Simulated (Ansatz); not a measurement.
An Ansatz (an electronic-structure program) input:

Ansatz 0.2 input:
```yaml
crystal:
  lattice:
    - [-1.5752233285, 1.5752233285, 1.5752233285]
    - [1.5752233285, -1.5752233285, 1.5752233285]
    - [1.5752233285, 1.5752233285, -1.5752233285]
  atoms:
    - { symbol: Mo, position: [0.0, 0.0, 0.0] }
kpoints:
  mp_grid: { grid: [13, 13, 13] }
  band_path:
    path:
      - [[0.0, 0.0, 0.0], [0.5, -0.5, 0.5], [0.0, 0.0, 0.5], [0.0, 0.0, 0.0], [0.25, 0.25, 0.25], [0.5, -0.5, 0.5]]  # Γ-H-N-Γ-P-H
      - [[0.25, 0.25, 0.25], [0.0, 0.0, 0.5]]  # P-N
    npoints: 12
hamiltonian:
  xc: r2scan
  pseudopotentials: { kind: paw }
magnetization: { noncollinear: true, spin_orbit: true }
scf:
  n_extra_bands: 12
  convergence: { dr2_threshold: 0.0000000001 }
  occupations: { method: gaussian, width: 0.05 }
output: { eigenvalues: true }
```

### Question
How many symmetry operations and irreducible k-points will the run report?

### Answer
48 operations, 84 of 2197 k-points.

### Question
With a cutoff of 500 eV, how many plane waves at Γ?

### Answer
381.

It took very roughly 30 core-seconds on shared server cores.

Space group Im-3m (bcc (W type)). Symmetry was held in the r²SCAN relaxation. No spin polarisation was allowed.

Potentials: the later of the program's two PAW sets.

Ansatz is a plane-wave DFT program.
